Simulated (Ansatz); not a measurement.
HfNbTe4: rattling a relaxed structure

The structure comes from a generated guess, relaxed at this level; another structure or a mixture of phases may lie lower.

These are results of DFT PBE, scalar-relativistic, plane waves, PAW (Ansatz 0.2.0), not measurements. Cutoff 420 eV; k points 12×12×4 on the computed 6-atom cell (Γ-centred); Gaussian smearing, width 0.10 eV; no spin polarisation.

The cell below (6 atoms, space group P-3m1 (No. 164)) is relaxed within its symmetry.

```
CELL_PARAMETERS angstrom
3.82223 0.00000 0.00000
-1.91112 3.31015 0.00000
0.00000 0.00000 14.31608
ATOMIC_POSITIONS crystal
Hf 0.00000 0.00000 0.50000
Nb 0.00000 0.00000 0.00000
Te 0.66667 0.33333 0.62866
Te 0.66667 0.33333 0.12454
Te 0.33333 0.66667 0.87546
Te 0.33333 0.66667 0.37134
```

For the test a repeat of it with 12 atoms (edges 3.82, 6.62, 14.32 Å) was strained at random (σ = 1.5 % a component), the atoms were moved at random (σ = 0.10 Å), and all was relaxed again on a coarse 6×4×2 mesh (in the run’s order of axes) with 0.20 eV smearing, with no symmetry imposed.

Weakly bound directions are ill-defined at this level, which has no dispersion term. These runs have no spin–orbit coupling, which can matter for Hf and Te.

**Question.** Does it come back?

**Answer.** It returns, within 1 meV/atom of the unmoved cell on that mesh and with the same symmetry when read at 0.1 Å (Pc at 0.01 Å, so small strains and shifts remain). No instability shows in this cell; modes of other wave vectors, which need another repeat, aren't tested.
